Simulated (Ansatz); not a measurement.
MnZn (CsCl type, Pm-3m), the program Ansatz at the r²SCAN level (PAW), all energies at zero smearing, with the estimated change up to a 700 eV cutoff added, with one set of potentials and settings (totals compare only within such a set). Cell of 4 atoms (2 Zn, 2 Mn): -14459.795 eV.

```csv
element,reference phase,E (eV/atom)
Zn,"P6_3/mmc, 2 atoms in the cell",-3325.6729
Mn,"Cmcm, 4 atoms in the cell, spin-polarised",-3904.0010
```

Formation energy per atom, worked out: (-14459.795 − 2×(-3325.6729) − 2×(-3904.0010))/4 = -0.112 eV/atom (-11 kJ per mol of atoms), at 0 K, without zero-point energy or fitted corrections.

The workflow started from an entry of the Crystallography Open Database (COD). Whether it is the stable phase at ambient conditions was not checked. Symmetry was held in the r²SCAN relaxation, as lowered by the spin order; whether a distortion lowers the energy is not shown. Spin order of the final state: antiferromagnetic, chosen from 3 collinear starts compared on coarse meshes (ties went to the first, and starts can fall back to one state), not a proven ground state. The program gave a warning on the electronic state, which may not be the lowest. The references are the lowest solids computed at this level, not always the standard phases. The manganese reference at this level is a Cmcm phase, not α-Mn.

Potentials: the later of the program's two PAW sets.
